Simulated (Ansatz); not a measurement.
# Cs2GaAgCl6 (Fm-3m), zone-centre modes

Theory: DFT PBEsol, scalar-relativistic, plane waves, PAW in Ansatz. Settings: plane waves to 420 eV, k-mesh 6×6×6 (Γ-centred), Gaussian smearing 0.05 eV. No spin polarisation.

Zero of the scan (relaxed at this level; it needn't be the usual structure):

```
CELL_PARAMETERS angstrom
0.00000 5.07045 5.07045
5.07045 0.00000 5.07045
5.07045 5.07045 0.00000
ATOMIC_POSITIONS crystal
Cs 0.75000 0.75000 0.75000
Cs 0.25000 0.25000 0.25000
Ga 0.00000 0.00000 0.00000
Ag 0.50000 0.50000 0.50000
Cl 0.76409 0.23591 0.23591
Cl 0.23591 0.23591 0.76409
Cl 0.23591 0.76409 0.76409
Cl 0.23591 0.76409 0.23591
Cl 0.76409 0.23591 0.76409
Cl 0.76409 0.76409 0.23591
```

Harmonic modes by finite displacements of 0.02 Å, without the LO–TO term.

Q: At this geometry, is the structure stable against these modes?

A: Yes: no mode is imaginary beyond 10 cm⁻¹, and only the three translations lie near zero.

Q: List the wavenumbers in cm⁻¹.

A: 0, 0, 0, 52, 52, 52, 54, 54, 54, 58, 58, 58, 86, 86, 86, 108, 108, 108, 111, 111, 151, 151, 151, 160, 160, 160, 234, 234, 234, 274.

Cost: 1 run of about 3.5 core-minutes, on Intel Xeon Platinum 8488C (Sapphire Rapids) (shared hosts).